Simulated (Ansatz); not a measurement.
Course of a relaxation: Al2BAs2

A trial structure of Al2BAs2 was built thus: random cell by space group and Wyckoff sites (P4/mmm, No. 123). The dimensions are guesses.

```
CELL_PARAMETERS angstrom
3.64009 0.00000 0.00000
0.00000 3.64009 0.00000
0.00000 0.00000 7.59703
ATOMIC_POSITIONS crystal
Al 0.00000 0.00000 0.31653
Al 0.00000 0.00000 0.68347
B 0.00000 0.00000 0.50000
As 0.00000 0.00000 0.13002
As 0.00000 0.00000 0.86998
```

These are results of DFT PBE, scalar-relativistic, plane waves, PAW in Ansatz, not measurements. Cutoff 420 eV, Gaussian smearing, Γ-centred meshes. Cell and atoms relax first on a coarse mesh and then on a finer one. In between, the cell is made exact in the group found at 0.06 Å. In metals the finer mesh still leaves noise of several meV/atom or more. The steps can't lower the symmetry of their start. No spin polarisation.

Steps on the 6×6×2 mesh (5 atoms, 22 steps). The free energy counts from the last step; some steps are skipped; the plane-wave basis is renewed at times, which shifts energy and pressure.

```csv
step,ΔF (meV/atom),V (Å³/atom),P (GPa),largest force component (eV/Å)
1,9805.5,20.13,146.63,53.831
3,4051.4,22.06,72.70,6.844
6,1509.0,24.82,21.28,0.615
8,971.6,25.82,5.78,0.185
10,620.9,23.18,-1.84,0.670
13,267.0,18.02,-3.23,0.226
15,259.2,17.31,-0.04,0.030
17,24.8,17.76,3.61,0.069
20,1.2,18.34,-0.08,0.061
22,0.0,18.35,0.06,0.027
```

The relaxed structure, after a last relaxation on the converged mesh:

Space group P4/mmm (No. 123). a = 2.701 Å, b = 2.701 Å, c = 12.391 Å, α = 90.00°, β = 90.00°, γ = 90.00°
```tsv
atom	site	symmetry	x	y	z
Al	2g	4mm	0.0000	0.0000	0.3288
B	1b	4/mmm	0.0000	0.0000	0.5000
As	2g	4mm	0.0000	0.0000	0.1074
```

The symmetry stays P4/mmm (No. 123). The volume per atom shrinks by 10.2 %, from 20.1 to 18.1 Å³. The shortest distance goes from 1.39 Å (Al–B) to 2.12 Å (Al–B). The ratio c/a of the conventional cell changes by a factor of 2.20. The energy falls by about 9.8 eV/atom (the start's value is from the coarse mesh). Al is surrounded by 1 B at 2.12 Å, 4 Al at 2.70 Å and 1 As at 2.74 Å; around B lie 2 Al at 2.12 Å; As has 5 As at 2.66–2.70 Å and 1 Al at 2.74 Å.

```json
{
 "Volume per atom": "18.07 Å³",
 "Density": "3.94 g/cm³",
 "Energy over the elements": "+0.66 eV/atom",
 "Gap on the 14×14×4 mesh of the 5-atom cell": "0 eV (a metal)"
}
```

Formation energies are uncorrected and refer to the elements' standard structures at the same level.

The last run used Gaussian smearing of 0.10 eV. An odd number of electrons in the primitive cell allows no gap without spin; a larger cell or a magnetic state could open one. The cell is a metal run without spin; a magnetic state may lie lower. The reference form of As is held partly by dispersion forces, which this level lacks. A structure relaxed within its symmetry needn't be a true minimum. In all, the 3 runs took 6 min on 1 thread of AMD EPYC 7571, with other jobs on the host. Another cell of Al2BAs2 relaxed alike, in P-3m1, lies 0.42 eV/atom lower, so this cell isn't the stable form at this level.
